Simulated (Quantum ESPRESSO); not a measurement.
## Convergence of NMR parameters in Li2S

```yaml
crystal:
  lattice:
    - [0.00000, 2.83517, 2.83517]
    - [2.83517, 0.00000, 2.83517]
    - [2.83517, 2.83517, 0.00000]
  atoms:
    - { symbol: Li, position: [0.75000, 0.75000, 0.75000] }
    - { symbol: Li, position: [0.25000, 0.25000, 0.25000] }
    - { symbol: S, position: [0.00000, 0.00000, 0.00000] }
```
The geometry is a computed Materials Project entry, not a measured one. It is Li2S in Fm-3m; whether this form has been observed was not checked. Stability against distortions was not tested.

Method: σ by PBE GIPAW (a modified build of Quantum ESPRESSO, JTH PAW datasets). The cutoff rises from row to row, with the meshes as listed. Costs are rough, from a shared machine. Shieldings are absolute and leave out the bulk-susceptibility term; a larger σ means a smaller chemical shift. The datasets of S hold no d projectors, which limits absolute σ on these atoms.

```csv
setting,cutoff (Ha),k-mesh,σ_iso Li (ppm),σ_iso S (ppm),f-sum rule missed by (%),rough cost ratio
A,10,4×4×4 through Γ,74.8,783.7,0.82,about 1
B,12,4×4×4 shifted,76.6,801.9,0.04,about 1
C,20,6×6×6 shifted,77.4,801.1,0.01,5
D,30,8×8×8 shifted,77.2,800.3,0.00,20
```

Largest change from the last row but one to the last: σ_iso S (ppm) by -0.8.
